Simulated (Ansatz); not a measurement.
Sc:
Space group P6₃/mmc (No. 194); a = b = 3.2907 Å, c = 10.5027 Å, α = β = 90.00°, γ = 120.00°

```json
[
 {"atom": "Sc", "site": "2a", "symmetry": "-3m.", "x": "0.0000", "y": "0.0000", "z": "0.0000"},
 {"atom": "Sc", "site": "2c", "symmetry": "-6m2", "x": "0.3333", "y": "0.6667", "z": "0.2500"}
]
```

Relaxed at zero pressure with PBE (plane waves, PAW; program Ansatz).

**Question.** The volume is raised by 9 % and shape and atoms relax at that volume. What pressure results, and how do the axes share the change?

**Answer.** -3.9 GPa; a 3.0 %, b 3.0 %, c 2.8 %; the energy rises by 29 meV/atom.

**Question.** Give the new structure.

**Answer.** 
Space group P6₃/mmc (No. 194); a = 3.388 Å, b = 3.388 Å, c = 10.799 Å, α = 90.00°, β = 90.00°, γ = 120.00°

```json
[
 {"atom": "Sc", "site": "2a", "symmetry": "-3m.", "x": "0.0000", "y": "0.0000", "z": "0.0000"},
 {"atom": "Sc", "site": "2c", "symmetry": "-6m2", "x": "0.3333", "y": "0.6667", "z": "0.2500"}
]
```

The phase is kept; no other phase was compared at this pressure.

Space group P6_3/mmc (dhcp (α-La type)). The start of the workflow was typed in or built on a structure type. Its sites differ from those of the usual phase in this space group: another stacking or structure type. The PBE relaxation kept the symmetry of its start; its stability against distortions is not shown here. The run is not spin-polarised. Axis ratios of metals converge slowly with the k-mesh, so a and c are less sure than the volume.

Potentials: the earlier of the program's two PAW sets.
